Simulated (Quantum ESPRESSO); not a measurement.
# Band energies of Be

```
Be
1.0
    2.26478     0.00000     0.00000
   -1.13239     1.96136     0.00000
    0.00000     0.00000     3.57410
Be
2
Cartesian
  0.00000   1.30757   2.68058
  1.13239   0.65379   0.89352
```

norm-conserving PBEsol (Quantum ESPRESSO, 88 Ry, no spin-orbit coupling); path ΓMKΓALHA,LM,KH; energies in eV from the Fermi level.

```
k (1/Å)  point  band 1  band 2  band 3  band 4  band 5  band 6  band 7
-------  -----  ------  ------  ------  ------  ------  ------  ------
0.00         Γ  -99.09  -99.06  -11.30   -4.45    1.09   16.03   16.03
0.43            -99.09  -99.06  -10.79   -3.78    1.23   12.62   13.87
0.96            -99.08  -99.06   -8.73   -1.09    0.96    6.81   10.82
1.39            -99.07  -99.06   -6.03   -1.92    2.35    6.41    8.05
1.60         M  -99.07  -99.06   -4.99   -3.10    3.63    6.48    6.72
1.95            -99.07  -99.06   -4.57   -2.78    4.07    5.44    6.73
2.41            -99.06  -99.06   -2.81   -1.43   -0.08    5.99    6.73
2.53         K  -99.06  -99.06   -2.46   -0.98   -0.98    6.70    6.70
2.94            -99.07  -99.06   -5.49    0.65    1.44    2.93    6.98
3.35            -99.08  -99.06   -8.34   -0.61    1.45    5.70    8.58
3.86            -99.09  -99.06  -10.57   -3.48    1.29   11.98   12.57
4.27            -99.09  -99.06  -11.27   -4.41    1.10   15.78   15.81
4.38         Γ  -99.09  -99.06  -11.30   -4.45    1.09   16.03   16.03
4.82            -99.09  -99.07  -10.76   -6.59    4.48   16.50   16.50
5.25         A  -99.08  -99.08   -9.16   -9.16   10.64   10.64   17.67
5.76            -99.08  -99.08   -8.44   -8.44   10.62   10.62   14.46
6.16            -99.07  -99.07   -6.88   -6.88    7.57    7.57   13.23
6.66            -99.06  -99.06   -4.15   -4.15    2.37    2.37   12.17
6.86         L  -99.06  -99.06   -3.61   -3.61    1.59    1.59   12.03
7.06            -99.06  -99.06   -3.46   -3.46    1.60    1.60   10.96
7.58            -99.06  -99.06   -1.82   -1.82    0.98    0.98    6.74
7.78         H  -99.06  -99.06   -1.11   -1.11    0.36    0.36    6.32
7.97            -99.06  -99.06   -1.91   -1.91    1.18    1.18    6.57
8.43            -99.07  -99.07   -5.14   -5.14    5.50    5.50    8.44
8.80            -99.07  -99.07   -7.20   -7.20    9.62    9.62   10.57
9.26            -99.08  -99.08   -8.77   -8.77   10.71   10.71   15.84
9.63         A  -99.08  -99.08   -9.16   -9.16   10.64   10.64   17.67
9.63         L  -99.06  -99.06   -3.61   -3.61    1.59    1.59   12.03
10.07           -99.07  -99.06   -4.56   -3.12    2.49    3.00   10.10
10.51        M  -99.07  -99.06   -4.99   -3.10    3.63    6.48    6.72
10.51        K  -99.06  -99.06   -2.46   -0.98   -0.98    6.70    6.70
10.90           -99.06  -99.06   -1.90   -1.03   -1.03    4.16    6.53
11.39        H  -99.06  -99.06   -1.11   -1.11    0.36    0.36    6.32
```

A metal at this level: along this path bands 4, 5 cross the Fermi level.

Geometry of the Materials Project entry, not relaxed at this level.
